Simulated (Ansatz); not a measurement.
Here is the system:

ZnO:
```
CELL_PARAMETERS angstrom
      3.23698     0.00000     0.00000
     -1.61849     2.80330     0.00000
      0.00000     0.00000     6.04924
ATOMIC_POSITIONS crystal
  Zn 0.00000 0.00000 0.75000
  Zn 0.00000 0.00000 0.25000
  O  0.33333 0.66667 0.25000
  O  0.66667 0.33333 0.75000
```

This is the r²SCAN+D4-relaxed structure.

Q: All from r²SCAN+D4 (plane waves, PAW; program Ansatz), unless another level is named. Give the Bader charges.

A: Zn +1.24, O -1.24 e.

Q: Predict the Born charges (a third of the trace).

A: Zn +2.04, O -2.04 e.

Q: What about the electronic dielectric constant ε∞ (DFPT)?

A: 4.85 (xx = yy), 3.44 (zz).

Space group P6_3/mmc. The workflow started from a Materials Project entry (that database holds measured and hypothetical structures alike); the Crystallography Open Database copy checked does not list it. It is not the phase usual at ambient conditions (space group No. 186). The cell was relaxed with r²SCAN+D4 under the symmetry of its start; phonons show weakly imaginary modes.

Potentials: the later of the program's two PAW sets.
